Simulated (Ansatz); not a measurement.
AlNi (rock salt, space group No. 225) at seven volumes, DFT-PBEsol in the program Ansatz with PAW potentials, scaled uniformly. One row is withheld.

```json
[
 {"V (Å³/atom)": "12.573", "P (GPa)": "14.01"},
 {"V (Å³/atom)": "12.988", "P (GPa)": "8.59"},
 {"V (Å³/atom)": "13.402", "P (GPa)": "3.96"},
 {"V (Å³/atom)": "13.817", "P (GPa)": "0.01"},
 {"V (Å³/atom)": "14.231", "P (GPa)": "-3.35"},
 {"V (Å³/atom)": "14.646", "P (GPa)": "?"},
 {"V (Å³/atom)": "15.060", "P (GPa)": "-8.68"}
]
```

Task: Fit the shown pressures and predict the withheld one.

Result: Third-order Birch–Murnaghan: P = (3/2)B₀(x^(7/2) − x^(5/2))[1 + (3/4)(B′ − 4)(x − 1)] with x = (V₀/V)^(2/3). Least squares on the six rows gives V₀ = 13.819 Å³/atom, B₀ = 121.2 GPa, B′ = 4.27. At V = 14.646, x = 0.9620 and P = -6.22 GPa. The run itself gave -6.23 GPa.

Space group Fm-3m (rock salt). The start of the workflow was typed in or built on a structure type; neither database checked (COD, Materials Project) lists it. It is not the phase usual at ambient conditions (space group No. 221). The cell was relaxed with PBEsol under the symmetry of its start. At this level the phase is mechanically unstable. The workflow began spin-polarised and lost its moments.

Potentials: the earlier of the program's two PAW sets. The files were generated under PBE; for other functionals the program regenerates the frozen cores, and for LDA and PBEsol the local potential too.
